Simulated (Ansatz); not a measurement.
The elements of this relaxed trial crystal are hidden behind letters.

```
lattice vectors (Å)
  -1.6121    3.0688    3.1718
   1.6121   -3.0688    3.1718
   1.6121    3.0688   -3.1718
fractional positions
X 0.7702 0.2702 0.5000
X 0.2298 0.7298 0.5000
Z 0.6335 0.5000 0.1335
Z 0.3665 0.5000 0.8665
Q 0.0000 0.0000 0.0000
```

All numbers below come from DFT PBE, scalar-relativistic, plane waves, PAW (Ansatz 0.2.0). Plane waves to 420 eV, an 8×8×14 mesh through Γ for the 5-atom cell and 0.10 eV Gaussian smearing; no spin polarisation.

- Space group: Immm (No. 71)
- Conventional cell: a = 3.224 Å, b = 6.138 Å, c = 6.344 Å
- Volume per atom: 12.55 Å³
- Density: 10.44 g/cm³
- Energy over the elements: −0.94 eV/atom
- Gap on the 8×8×14 mesh of the 5-atom cell: 0 eV (a metal)

Energies are uncorrected and count from the elements' standard states at the same level.

Question: X is a d-block element of period 6, Z is a p-block element of period 2 and Q is a p-block element of period 2. Which elements are they?

Answer: X = Hf, Z = B, Q = O, so the formula is Hf2B2O. Density times volume gives a mean mass of 10.44 × 12.55/1.6605 = 78.9 u per atom, and this set has 78.9 u. Hf has 2 O at 2.17 Å, 4 B at 2.49 Å, 2 B at 2.68 Å and 1 Hf at 2.92 Å; around B lie 1 B at 1.64 Å, 4 Hf at 2.49 Å and 2 Hf at 2.68 Å; O has 4 Hf at 2.17 Å. Other sets within the hints have nearly the same mass, so mass alone doesn't settle it; this one was computed.

The end has C2/m (No. 12) at a tolerance of 0.01 Å; the cell shown is made exact in the group found at 0.05 Å. Spin–orbit coupling, which can matter for Hf, is left out. A structure relaxed within its symmetry needn't be a true minimum.
